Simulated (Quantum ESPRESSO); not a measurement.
GaGe6P, a curve over strain

Computed values, not a measurement. The program is pw.x of Quantum ESPRESSO 7.5 (plane-wave density functional theory). The cell is made up: 8 atoms on a zincblende/diamond lattice, with randomly drawn elements, strain and displacements, not relaxed. PseudoDojo standard norm-conserving files (v0.5 for PBE, v0.4.1 for LDA and PBEsol) set the functional; there is no spin polarisation, spin-orbit coupling or dispersion term, and the masses in the input are unused placeholders.

Seven runs add a strain to one cell (along z); the atoms follow the cell and are not relaxed. Stress in the table is positive in tension.

Input of the run at -0.0009:

```
&control calculation='scf', pseudo_dir='./dojo.nc.sr.pbe.v0_5.standard.upf', outdir='./o', disk_io='low', tprnfor=.true., tstress=.true. /
&system ibrav=0, nat=8, ntyp=3, nbnd=61, ecutwfc=79.96652505, nosym=.true., tot_charge=0,
 occupations='smearing', smearing='fd', degauss=0.0073498644
/
&electrons conv_thr=7.350e-09, electron_maxstep=60, /
ATOMIC_SPECIES
Ga 1.0 Ga.upf
Ge 1.0 Ge.upf
P 1.0 P.upf
CELL_PARAMETERS angstrom
5.8695 0.0104 -0.0555
0.0104 5.7975 0.0456
-0.0556 0.0456 5.9428
ATOMIC_POSITIONS angstrom
Ga 0.0512 -0.043 -0.0311
Ge -0.0817 2.9226 3.0268
Ge 2.9404 0.039 2.8859
P 2.9809 2.9279 0.0071
Ge 1.427 1.45 1.4919
Ge 1.4802 4.3973 4.5333
Ge 4.3652 1.5137 4.4459
Ge 4.3699 4.3577 1.4868
K_POINTS automatic
6 6 6 1 1 1
```

| added strain | free energy less that of the input shown (eV) | stress xx (GPa) | stress yy (GPa) | stress zz (GPa) | stress xy (GPa) | pressure (GPa) | iterations |
| --- | --- | --- | --- | --- | --- | --- | --- |
| -0.0245 | -0.0968 | 3.04 | 2.33 | 2.28 | 0.75 | -2.55 | 10 |
| -0.0171 | -0.0725 | 3.23 | 2.54 | 2.90 | 0.72 | -2.89 | 10 |
| -0.0123 | -0.0539 | 3.34 | 2.66 | 3.29 | 0.70 | -3.10 | 10 |
| -0.0047 | -0.0194 | 3.50 | 2.85 | 3.90 | 0.68 | -3.42 | 10 |
| -0.0009 | 0.0000 | 3.58 | 2.93 | 4.20 | 0.67 | -3.57 | 10 |
| +0.0056 | 0.0365 | 3.71 | 3.07 | 4.70 | 0.64 | -3.83 | 10 |
| +0.0201 | 0.1322 | 3.96 | 3.35 | 5.76 | 0.60 | -4.36 | 10 |

A cubic fit gives a slope of stress zz against the added strain of 77 GPa at zero added strain, with the atoms clamped. Across the table the free energy follows the integral of the stress to within 0.5 meV. A rerun of one of the cells at 1377 eV and a 8 x 8 x 8 mesh moved values by no more than 0.003 eV in energy, 0.02 GPa in stress and 0.003 eV/Å in force.